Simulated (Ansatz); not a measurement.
Relaxed candidate structures of Ti2C:

A. P6₃/mmc (No. 194), hP6; a = b = 3.4707 Å, c = 8.5137 Å, α = β = 90.00°, γ = 120.00°; C 2b (0.000, 0.000, 0.250); Ti 2a (0.000, 0.000, 0.000); Ti 2d (0.667, 0.333, 0.250)

B. P4/nmm, origin choice 1 (No. 129), tP6; a = 3.2683 Å, b = 3.2683 Å, c = 6.2975 Å, α = 90.00°, β = 90.00°, γ = 90.00°; Ti 2a (0.000, 0.000, 0.000); Ti 2c (0.500, 0.000, 0.368); C 2c (0.000, 0.500, 0.270)

C. R-3m, hexagonal axes (No. 166), hR3; a = b = 3.053 Å, c = 14.319 Å, α = β = 90.00°, γ = 120.00°; Ti 6c (0.000, 0.000, 0.246); C 3b (0.000, 0.000, 0.500)

D. P-62m (No. 189), hP9, AFLOW prototype A2B_hP9_189_fg_bc (C22, as in Fe2P); a = b = 6.0528 Å, c = 3.1942 Å, α = β = 90.00°, γ = 120.00°; Ti 3f (0.000, 0.255, 0.000); Ti 3g (0.410, 0.410, 0.500); C 1b (0.000, 0.000, 0.500); C 2c (0.333, 0.667, 0.000)

E. R3m, hexagonal axes (No. 160), hR3; a = b = 3.0041 Å, c = 15.0921 Å, α = β = 90.00°, γ = 120.00°; Ti 3a (0.000, 0.000, 0.305); C 3a (0.000, 0.000, 0.722); Ti 3a (0.000, 0.000, 0.472)

Question: Put the candidates in order of energy per atom, lowest first, for PBEsol (plane waves to 420 eV, PAW, scalar-relativistic; Ansatz, a first-principles code).

Answer: C (reference), D (+0.25 eV/atom), B (+0.35 eV/atom), E (+0.49 eV/atom), A (+0.62 eV/atom)

The lowest structure calculated, Fd-3m, cF48, AFLOW prototype AB2_cF48_227_c_e (as in Ti2C), is not among these; it lies 0.01 eV/atom below the lowest of them. Each run could gain symmetry but not lose that of its start, so entries can be saddle points. From databases, or of a type measured for this composition: R-3m, hR3; the others are generated cells (placed on structure types, drawn at random, substituted or restacked) that were not matched to a known phase here. Energies are at zero temperature and pressure, without zero-point motion. No spin polarisation in the result. A magnetic state may lie lower.
